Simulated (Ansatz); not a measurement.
Ti:
```
Ti
1.0
    4.56071     0.00000     0.00000
   -2.28035     3.94969     0.00000
    0.00000     0.00000     2.82029
Ti
3
Direct
  0.00000   0.00000   0.00000
  0.33333   0.66667   0.50000
  0.66667   0.33333   0.50000
```

Relaxed with r²SCAN+D4. Special points in fractions of this cell's reciprocal vectors: Γ (0.000, 0.000, 0.000); M (0.500, 0.000, 0.000); K (0.333, 0.333, 0.000); A (0.000, 0.000, 0.500); L (0.500, 0.000, 0.500); H (0.333, 0.333, 0.500).

Problem. List the band energies nearest the Fermi level at these points for plane-wave PAW r²SCAN+D4 (Ansatz code).

Solution. In eV from the Fermi level; about four levels below and three above (degenerate sets whole), none deeper than 8.9 eV; points with the same levels are listed once.

| k | below | above |
|---|---|---|
| Γ | -0.80 -0.80 -0.77 -0.77 | 0.02 0.81 1.44 1.44 |
| M | -2.79 -0.43 -0.36 -0.35 | 0.08 0.63 0.96 |
| K | -3.39 -3.39 -0.28 -0.28 -0.10 | 0.19 0.33 0.33 |
| A | -2.22 -2.22 -1.98 -1.80 -1.80 | 1.14 1.14 1.39 1.39 |
| L | -1.83 -1.29 -0.85 -0.76 | 0.45 0.92 0.93 |
| H | -1.56 -1.56 -1.27 -1.27 -1.08 | 0.72 0.72 0.89 0.89 |

Space group P6/mmm. This is a known high-pressure phase of the composition, computed here at zero pressure and temperature. The cell was relaxed with r²SCAN+D4 under the symmetry of its start; its stability against distortions is not shown here. The run is not spin-polarised. The pairwise dispersion correction was not fitted to metals.

Potentials: the earlier of the program's two PAW sets.
